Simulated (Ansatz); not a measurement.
Ag, DFT, LDA, all-electron LAPW, scalar-relativistic (Ansatz 0.2.0), run on 1 thread of Arm Neoverse V2 on a shared host.

The cell comes from COD entry 1509194, which wasn't checked; take it as a given geometry. The listed cell was then made from it by scaling, straining or moving an atom.

Command: `ansatz run input.yaml --threads 1 --pin off --max-ram 6144MiB --backend cpu --events-out ev --progress --plain --runs-dir out`

```yaml
crystal:
  lattice:
    - [2.8861989086, 0.0, 0.0]
    - [-1.4430994543, 2.4995215753, 0.0]
    - [0.0, 0.0, 9.8]
  atoms:
    - { symbol: Ag, position: [0.3333333333, 0.6666666667, 0.25] }
    - { symbol: Ag, position: [0.6666666667, 0.3333333333, 0.75] }
    - { symbol: Ag, position: [0.0, 0.0, 0.0] }
    - { symbol: Ag, position: [0.0, 0.0, 0.5] }
kpoints:
  mp_grid: { grid: [14, 14, 4] }
  band_path:
    path:
      - [0.0, 0.0, 0.0]
      - [0.5, 0.0, 0.0]
      - [0.3333333333, 0.3333333333, 0.0]
      - [0.0, 0.0, 0.0]
      - [0.0, 0.0, 0.5]
      - [0.5, 0.0, 0.5]
      - [0.3333333333, 0.3333333333, 0.5]
      - [0.0, 0.0, 0.5]
      - [0.5, 0.0, 0.5]
    npoints: 5
scf:
  occupations: { method: fermi_dirac, width: 0.08 }
hamiltonian:
  xc: lda
  pseudopotentials: { kind: all_electron, lapw: { basis_error: 0.0005 } }
output:
  forces: true
  stress: true
  eigenvalues: true
```

How large is the problem that the program sets up?

72 irreducible k-points, 673 plane waves at Γ, 46 bands.

About how long does it take, and how much memory does it use?

72 s of wall time for 9 SCF iterations, with a peak of 0.68 GiB. Times on shared machines scatter by tens of per cent.
